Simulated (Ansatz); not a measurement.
# Calculated coordination and ³³S quadrupole coupling for Bi2Te2PbS2

Cell: a COD entry (perhaps calculated rather than measured) whose atoms were relaxed with PBE, the cell held.

```cif
data_Bi2Te2PbS2
_symmetry_space_group_name_H-M 'R-3m:H'
_symmetry_Int_Tables_number 166
_cell_length_a 4.2722
_cell_length_b 4.2722
_cell_length_c 80.7301
_cell_angle_alpha 90.000
_cell_angle_beta 90.000
_cell_angle_gamma 120.000
loop_
_atom_site_label
_atom_site_type_symbol
_atom_site_symmetry_multiplicity
_atom_site_Wyckoff_symbol
_atom_site_fract_x
_atom_site_fract_y
_atom_site_fract_z
Bi1 Bi 6 c 0.0000 0.0000 0.9363
Bi3 Bi 6 c 0.0000 0.0000 0.1452
Te5 Te 6 c 0.0000 0.0000 0.5808
Te7 Te 6 c 0.0000 0.0000 0.7897
Pb Pb 6 c 0.0000 0.0000 0.6456
S11 S 6 c 0.0000 0.0000 0.2913
S13 S 3 a 0.0000 0.0000 0.0000
S14 S 3 b 0.0000 0.0000 0.5000
```

One atom of each set is listed; the run and its k-mesh use a cell of 14 atoms with edges of 27.02, 27.02, 27.02 Å.

Level of theory: DFT, PBEsol, plane waves and PAW, scalar-relativistic, 420 eV cutoff, Γ-centred 8×8×8 k-points, Fermi–Dirac smearing 0.02 eV (Ansatz 0.2.0).

Q(³³S) = -69.40 mb.

Task: Order the S environments from the weakest to the strongest quadrupole coupling.
A. S14: 6 Bi at 3.01 Å
B. S11: 3 Pb at 2.99 Å, 3 Bi at 3.02 Å
C. S13: 6 Pb at 3.00 Å

Result: B (≈0 MHz, η = –), A (0.419 MHz, η = 0.00), C (0.696 MHz, η = 0.00).

An axis of threefold or higher order runs through S14 and S13, so V_zz lies along it and η is zero.

Without spin–orbit coupling the gradients at and beside Bi and Pb can be off by some per cent, at some sites by more. With a gap of 0.2 eV on this mesh, small gradients can still move by 0.1 × 10²¹ V/m² or more as the k-mesh gets denser.
